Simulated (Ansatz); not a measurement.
**O-17 NMR of the central transition in BaBOF3**

Cell: a structure deposited in the COD, its atoms then relaxed with PBE in this cell.

```cif
data_BaBOF3
_symmetry_space_group_name_H-M 'Pnma'
_symmetry_Int_Tables_number 62
_cell_length_a 8.7800
_cell_length_b 5.4100
_cell_length_c 7.1600
_cell_angle_alpha 90.000
_cell_angle_beta 90.000
_cell_angle_gamma 90.000
loop_
_atom_site_label
_atom_site_type_symbol
_atom_site_symmetry_multiplicity
_atom_site_Wyckoff_symbol
_atom_site_fract_x
_atom_site_fract_y
_atom_site_fract_z
Ba Ba 4 c 0.1921 0.2500 0.1762
B B 4 c 0.0784 0.2500 0.6670
O O 4 c 0.2006 0.2500 0.5544
F13 F 8 d 0.0712 0.0359 0.8043
F21 F 4 c 0.9268 0.2500 0.5863
```

One atom of each set is listed.

All values are calculated (Ansatz; DFT, PBE, plane waves and PAW, scalar-relativistic, 420 eV cutoff, Γ-centred 3×4×3 k-points, Fermi–Dirac smearing 0.02 eV), not measured.

O-17 has I = 5/2 and Q = -25.58 mb (Pyykkö 2018); at 16.4 T its Larmor frequency is ν₀ = 94.7 MHz. Only the quadrupole interaction is simulated: positions count from each site's isotropic chemical shift, and J coupling is left out, as are shift anisotropy and dipolar coupling, which fast spinning averages.

Problem. Simulate the second-order pattern (fast magic-angle spinning, Gaussian broadening 0.06 kHz) of site O (1 B at 1.34 Å; also 3 Ba at 2.71–2.99 Å).

Solution. The calculation gives C_Q = -3.01 MHz and η = 0.28, so ν_Q = 0.452 MHz and the centre of gravity lies at -6.23 ppm (-0.590 kHz).

```csv
offset (kHz),height
-1.514,0
-1.450,5
-1.385,8
-1.321,9
-1.256,9
-1.192,9
-1.127,10
-1.063,15
-0.999,38
-0.934,50
-0.870,75
-0.805,91
-0.741,70
-0.676,63
-0.612,61
-0.547,62
-0.483,66
-0.418,76
-0.354,100
-0.289,87
-0.225,67
-0.160,56
-0.096,21
-0.031,0
```

At O V_zz points along its bond to B (within 3°).

The database positions were far from equilibrium, so the relaxed structure may not be the compound's real one.
